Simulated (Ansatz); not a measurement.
ZrCu:
Space group Cm (No. 8); a = 6.571 Å, b = 8.223 Å, c = 5.274 Å, α = γ = 90.00°, β = 103.00°

```
atom  site  symmetry       x       y       z
----  ----  --------  ------  ------  ------
Zr      2a         m  0.4082  0.5000  0.0097
Zr      2a         m  0.4106  0.0000  0.9791
Zr      4b         1  0.0453  0.2215  0.5897
Cu      2a         m  0.2164  0.5000  0.4515
Cu      2a         m  0.3031  0.0000  0.4369
Cu      4b         1  0.1973  0.2496  0.1495
```
(The calculation used a cell of 8 atoms; values per cell refer to that cell.)

Relaxed at zero pressure with DFT-r²SCAN in the program Ansatz with PAW potentials.

Q: The volume is raised by 9 % and shape and atoms relax at that volume. What pressure results, and how do the axes share the change?

A: -9.0 GPa; a 3.7 %, b 2.4 %, c 2.7 %; the energy rises by 47 meV/atom.

Q: Give the new structure.

A: 
Space group Cm (No. 8); a = 6.8148 Å, b = 8.4216 Å, c = 5.4145 Å, α = 90.00°, β = 103.11°, γ = 90.00°

```tsv
atom	site	symmetry	x	y	z
Zr	2a	m	0.4073	0.5000	0.0098
Zr	2a	m	0.4075	0.0000	0.9848
Zr	4b	1	0.0464	0.2236	0.5867
Cu	2a	m	0.2214	0.5000	0.4475
Cu	2a	m	0.3018	0.0000	0.4403
Cu	4b	1	0.1963	0.2492	0.1498
```

The phase is kept; no other phase was compared at this pressure.

The workflow started from a Materials Project entry (that database holds measured and hypothetical structures alike); the Crystallography Open Database copy checked does not list it. Whether it is the stable phase at ambient conditions was not checked. The cell was relaxed with r²SCAN under the symmetry of its start; its stability against distortions is not shown here. The run is not spin-polarised. Axis ratios of metals converge slowly with the k-mesh, so a and c are less sure than the volume.

Potentials: the later of the program's two PAW sets.
